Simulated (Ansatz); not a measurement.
Hf:
```cif
data_Hf2
_chemical_formula_sum 'Hf2'
_space_group_name_H-M_alt 'P 1'
_space_group_IT_number 1
_cell_length_a 4.21437
_cell_length_b 4.21437
_cell_length_c 4.21437
_cell_angle_alpha 97.328
_cell_angle_beta 97.328
_cell_angle_gamma 138.150
loop_
_space_group_symop_operation_xyz
  'x, y, z'
loop_
_atom_site_label
_atom_site_type_symbol
_atom_site_fract_x
_atom_site_fract_y
_atom_site_fract_z
_atom_site_occupancy
Hf1 Hf 0.75000 0.25000 0.50000 1
Hf2 Hf 0.00000 0.00000 0.00000 1
```

Relaxed with PBE.

### Question
Decompose the optical modes at the zone centre into irreducible representations, and say which are infrared and Raman allowed.

### Answer
Point group 4/mmm: Γ_opt = B1g + Eg. Infrared: none. Raman: B1g, Eg.

### Question
Assign frequencies (DFPT, PBE in the plane-wave PAW code Ansatz).

### Answer
B1g 75i, Eg 158 cm⁻¹.

Subscripts of B labels follow the axes of the standard setting.

Space group I4_1/amd (β-Sn type). A made-up cell: these elements were put on the sites of a structure type; neither database checked (COD, Materials Project) lists it. It is not the phase usual at ambient conditions (space group No. 194). The cell was relaxed with PBE under the symmetry of its start. At this level the phase is dynamically unstable (imaginary phonons). No spin polarisation was allowed. As this level gives no gap, phonon frequencies hold no LO–TO term and depend on the k-mesh and smearing (Fermi–Dirac, 0.1 eV here). Spin–orbit coupling is left out wherever it is not named.

Potentials: the later of the program's two PAW sets.
